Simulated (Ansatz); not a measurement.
Pt (fcc, Cu type), conventional cell a = 3.9400 Å, b = 3.9400 Å, c = 3.9400 Å, α = 90.00°, β = 90.00°, γ = 90.00°. The calculation uses the primitive cell of 1 atom, to which meshes and values per cell refer.

This relaxed cell (volume V₀) is scaled evenly in all directions, its shape held. Symmetry pins the atoms to their sites.

Method: r2SCAN (plane waves to 500 eV, PAW, scalar-relativistic; Ansatz, a first-principles code). k mesh 20×20×20 (Γ-centred), Fermi-Dirac smearing 0.05 eV. E stands for the smeared free energy. Pt is run without spin polarisation. Pt was relaxed with its symmetry unable to fall. Spin-orbit coupling is left out, though Pt is heavy. The PAW data are Ansatz's earlier set. The zero of ΔE is the relaxed starting cell. The last digit holds for this mesh only.

```csv
V (Å³/atom),ΔE (meV/atom)
13.762,162.2
14.017,108.3
14.271,66.7
14.526,36.1
14.781,15.5
15.036,3.7
15.291,0.0
15.546,3.5
15.800,13.4
16.055,29.1
16.310,50.0
16.565,75.5
16.820,105.2
```

Task: What is the fitted pressure derivative B₀′?

Result: 5.5.

Task: What bulk modulus B₀ follows from a third-order Birch-Murnaghan fit?

Result: 271 GPa. Check by three points about V = 15.291 Å³/atom, step 0.510: d²E/dV² ≈ (15 − 2·0 + 13) meV / 0.510² = 0.108 eV/Å⁶, and V·d²E/dV² × 160.2 = 264 GPa.

(A scan under strain: stresses follow from slopes of the energy per volume, elastic moduli from its curvatures.)
